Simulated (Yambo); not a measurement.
```xyz
5
Lattice="4.0077 0.0000 0.0000 0.0000 4.0077 0.0000 0.0000 0.0000 4.0077" Properties=species:S:1:pos:R:3 pbc="T T T"
O      2.0038     0.0000     0.0000
O      0.0000     2.0038     0.0000
O      0.0000     0.0000     2.0038
Ti     0.0000     0.0000     0.0000
Ba     2.0038     2.0038     2.0038
```

BaTiO₃ (cubic perovskite, space group Pm-3m, No. 221): G0W0@PBEsol in Yambo (4×4×4 Γ-centred k mesh, bands 2 to 125 and a 8 Ry block in the screening, 125 bands in G with the Bruneval-Gonze terminator, plasmon pole fitted at 27.2 eV) on wavefunctions from Quantum ESPRESSO. With the symmetry operations that carry no fractional translation, the mesh has 10 irreducible k points, and the gap R → Γ is 3.202 eV.

Problem. What changes when point-group symmetry is switched off and time reversal alone is kept?

Solution. The mesh then has 36 irreducible points. The exact result doesn't change; the run gives 3.208 eV, and the difference is numerical residue, whose source wasn't traced. Rough time against the symmetric run: about 3× for the empty bands, about 3× for Yambo (3 states against 4).

Geometry of the Materials Project entry, not relaxed at this level.

This is not the ordinary phase of the substance.
